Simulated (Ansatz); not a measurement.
## Ca2Nb2O6F: Nb-93 nuclear quadrupole resonance

Cell: a COD entry whose atoms were relaxed with PBE, the cell held.

Space group Fd-3m:1 (No. 227); a = 10.4280 Å.

| site | Wyckoff | site symmetry | x | y | z |
| --- | --- | --- | --- | --- | --- |
| Ca | 16d | .-3m | 0.1250 | 0.1250 | 0.6250 |
| Nb | 16c | .-3m | 0.6250 | 0.6250 | 0.1250 |
| O | 48f | 2.mm | 0.2950 | 0.5000 | 0.0000 |
| F | 8b | -43m | 0.0000 | 0.0000 | 0.5000 |

One atom of each set is listed; the run and its k-mesh use a cell of 22 atoms with edges of 7.37, 7.37, 7.37 Å.

All values are calculated (Ansatz; DFT, r2SCAN, plane waves and PAW, scalar-relativistic, 500 eV cutoff, Γ-centred 6×6×6 k-points, Fermi–Dirac smearing 0.05 eV), not measured.

Nb-93: I = 9/2, Q = -320.0 mb (year-2017 value). Static lattice, zero field.

**Question.** Predict the zero-field Nb-93 lines of each site.

**Answer.** For I = 9/2 and η = 0 the lines are |C_Q|/24 times 1, 2, 3 and 4; η shifts the lowest up most.

| site | atoms | V_zz (10²¹ V/m²) | C_Q (MHz) | η | line frequencies (MHz) |
| --- | --- | --- | --- | --- | --- |
| Nb | 4 | 8.54 | -66.1 | 0.00 | 2.75, 5.51, 8.26, 11.0 |

An axis of threefold or higher order runs through Nb, so V_zz lies along it and η is zero.

The run finds no gap above 0.1 eV (a metal, or nearly one), so the gradients can move by 10 % or more with the k-mesh. Without spin–orbit coupling (the program notes it for Nb) the gradients can shift somewhat, as the gap is small. Semilocal functionals can leave a metal where correlation in the d or f shell opens a gap in the real compound, and that would change the values at and beside Nb. The database positions were far from equilibrium, so the relaxed structure may not be the compound's real one.
